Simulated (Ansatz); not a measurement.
YGa:
```cif
data_Ga4Y4
_chemical_formula_sum 'Y4 Ga4'
_space_group_name_H-M_alt 'Cmcm'
_space_group_IT_number 63
_space_group_name_Hall '-C 2c 2'
_cell_length_a 4.33848
_cell_length_b 10.84349
_cell_length_c 4.06582
_cell_angle_alpha 90.000
_cell_angle_beta 90.000
_cell_angle_gamma 90.000
loop_
_atom_site_label
_atom_site_type_symbol
_atom_site_symmetry_multiplicity
_atom_site_Wyckoff_symbol
_atom_site_fract_x
_atom_site_fract_y
_atom_site_fract_z
_atom_site_occupancy
Y1 Y 4 c 0.00000 0.13853 0.25000 1
Ga1 Ga 4 c 0.00000 0.42516 0.25000 1
```
(The calculation used a cell of 4 atoms; values per cell refer to that cell.)

Relaxed at zero pressure with r²SCAN in the plane-wave PAW code Ansatz.

Problem. The volume is lowered by 3 % and shape and atoms relax at that volume. What pressure results, and how do the axes share the change?

Solution. 2.3 GPa; a -1.1 %, b -1.0 %, c -1.0 %; the energy rises by 5 meV/atom.

Problem. Give the new structure.

Solution. 
Space group Cmcm (No. 63); a = 4.2920 Å, b = 10.7401 Å, c = 4.0249 Å, α = 90.00°, β = 90.00°, γ = 90.00°

```json
[
 {"atom": "Y", "site": "4c", "symmetry": "m2m", "x": "0.0000", "y": "0.1393", "z": "0.2500"},
 {"atom": "Ga", "site": "4c", "symmetry": "m2m", "x": "0.0000", "y": "0.4251", "z": "0.2500"}
]
```

The phase is kept; no other phase was compared at this pressure.

The workflow started from an entry of the Crystallography Open Database (COD). Its standing as an ambient phase is unchecked. The r²SCAN relaxation kept the symmetry of its start; its stability against distortions is not shown here. The run is not spin-polarised. Axis ratios of metals converge slowly with the k-mesh, so a and c are less sure than the volume.

Potentials: the later of the program's two PAW sets.
